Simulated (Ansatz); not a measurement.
B:
```cif
data_B12
_chemical_formula_sum 'B12'
_space_group_name_H-M_alt 'P 1'
_space_group_IT_number 1
_cell_length_a 5.01299
_cell_length_b 5.01299
_cell_length_c 5.01299
_cell_angle_alpha 58.001
_cell_angle_beta 58.001
_cell_angle_gamma 58.001
loop_
_space_group_symop_operation_xyz
  'x, y, z'
loop_
_atom_site_label
_atom_site_type_symbol
_atom_site_fract_x
_atom_site_fract_y
_atom_site_fract_z
_atom_site_occupancy
B1 B 0.01060 0.65356 0.01060 1
B2 B 0.98940 0.34644 0.98940 1
B3 B 0.01060 0.01060 0.65356 1
B4 B 0.98940 0.98940 0.34644 1
B5 B 0.65356 0.01060 0.01060 1
B6 B 0.34644 0.98940 0.98940 1
B7 B 0.22189 0.62943 0.22189 1
B8 B 0.77811 0.37057 0.77811 1
B9 B 0.22189 0.22189 0.62943 1
B10 B 0.77811 0.77811 0.37057 1
B11 B 0.62943 0.22189 0.22189 1
B12 B 0.37057 0.77811 0.77811 1
```

Relaxed with DFT-PBE+D3(BJ) in the program Ansatz with PAW potentials. Indices refer to the conventional cell of R-3m, a = b = 4.861 Å, c = 12.462 Å, α = β = 90.00°, γ = 120.00°.

Question: Simulate the powder diffraction pattern (Cu Kα, λ = 1.54184 Å; lines above 1 %) up to 2θ = 90°.

Answer: Simulated powder pattern, Cu Kα, λ = 1.54184 Å (kinematic, ideal powder, no thermal factors, no anomalous dispersion; the 30 strongest lines at most, above 1 %, up to 2θ = 90°):

```csv
2θ (°),d (Å),I/Imax (%),hkl
21.39,4.154,56,(0003)
22.29,3.988,100,(1 0 -1 1)
25.54,3.488,2.5,(0 1 -1 2)
35.86,2.504,74,(1 0 -1 4)
36.99,2.430,12,(1 1 -2 0)
42.14,2.145,3.3,(0 1 -1 5)
43.12,2.098,4.0,(1 1 -2 3)
43.61,2.075,62,(0 2 -2 1)
56.09,1.640,6.8,(1 0 -1 7)
57.29,1.608,14,(2 0 -2 5)
58.48,1.578,14,(2 1 -3 1)
63.70,1.461,12,(0 1 -1 8)
65.92,1.417,29,(2 1 -3 4)
66.65,1.403,13,(3 0 -3 0)
67.67,1.385,7.1,(0009)
69.11,1.359,15,(0 2 -2 7)
70.18,1.341,20,(1 2 -3 5)
70.89,1.329,30,(0 3 -3 3)+(3 0 -3 3)
76.01,1.252,24,(2 0 -2 8)
78.75,1.215,6.2,(2 2 -4 0)
81.06,1.186,1.2,(2 1 -3 7)
82.75,1.166,3.7,(2 2 -4 3)
83.09,1.162,4.9,(1 3 -4 1)
84.41,1.148,1.1,(3 1 -4 2)
87.67,1.113,1.4,(1 2 -3 8)
89.61,1.094,2.0,(0 1 -1 11)
89.68,1.093,1.2,(1 3 -4 4)
```

The cell was relaxed with PBE+D3(BJ) under the symmetry of its start.

Potentials: the earlier of the program's two PAW sets.
